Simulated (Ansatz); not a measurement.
TiO2 (anatase, I4_1/amd), LDA in the plane-wave PAW code Ansatz. The conduction-band minimum lies at Γ, with 1 equivalent valley. Second derivatives d²E/dk² of the lowest band at one valley (eV·Å²), along Cartesian directions:

```csv
direction,d²E/dk²
[100],20.36
[010],20.36
[001],2.070
[110],20.36
[101],11.22
[011],11.22
```

Question: Find the principal effective masses, the density-of-states mass and the conductivity mass.

Answer: Off-diagonal terms follow from H_xy = H[110] − (H_xx + H_yy)/2, and m*/mₑ = 7.620 eV·Å² over each eigenvalue: 0.37, 0.37, 3.7. One valley's DOS mass (m₁m₂m₃)^(1/3) = 0.80, conductivity mass 3/(Σ 1/mᵢ) = 0.53 mₑ.

Question: What effective density of states Nc follows at 300 K for parabolic valleys?

Answer: Nc = 2.509e19 × 1 × (0.80)^(3/2) ≈ 1.8e19 cm⁻³.

Question: With the computed static dielectric constant 44.3 (mean of the diagonal), estimate a hydrogenic donor's binding energy and radius.

Answer: E = 13.606 eV × 0.53/44.3² ≈ 3.7 meV; a = 0.529 Å × ε/m* ≈ 44 Å. Semilocal masses tend to be too small when the gap is underestimated.

The LDA relaxation kept the symmetry of its start. No spin polarisation was allowed.

Potentials: the earlier of the program's two PAW sets. The files were generated under PBE; for other functionals the program regenerates the frozen cores, and for LDA and PBEsol the local potential too.
